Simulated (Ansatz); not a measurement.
TiB at 15 GPa (stress–strain coefficients): relaxed-ion elastic tensor

Level of theory: DFT LDA, scalar-relativistic, plane waves, PAW in Ansatz. Plane waves to 420 eV; Γ-centred k mesh 16×16×16; Fermi-Dirac smearing of 0.15 eV. No spin polarisation.

The cell, relaxed at 15 GPa:
```
Ti B
1.0
     0.00000    2.34470    2.34470
     2.34470    0.00000    2.34470
     2.34470    2.34470    0.00000
Ti B
1 1
Direct
  0.75000 0.75000 0.75000
  0.00000 0.00000 0.00000
```

In a metal, frequencies and elastic constants depend on the k mesh and the smearing, soft modes and shear constants most. Other phases may be more stable at this pressure.

Question: Give the relaxed-ion elastic constants (GPa, Voigt order xx yy zz yz xz xy, on the axes of the cell above).

Answer:
C11 = 117.9, C12 = 186.4, C13 = 186.4, C22 = 117.9, C23 = 186.4, C33 = 117.9, C44 = -17.1, C55 = -17.1, C66 = -17.1 GPa; the others vanish.

Question: Is the crystal stable against homogeneous strain?

Answer: No: the tensor has an eigenvalue of -68.4 GPa, so some strain lowers the energy.

Cost: 1 run of about 4.5 core-minutes, on Arm Neoverse V1 (shared hosts).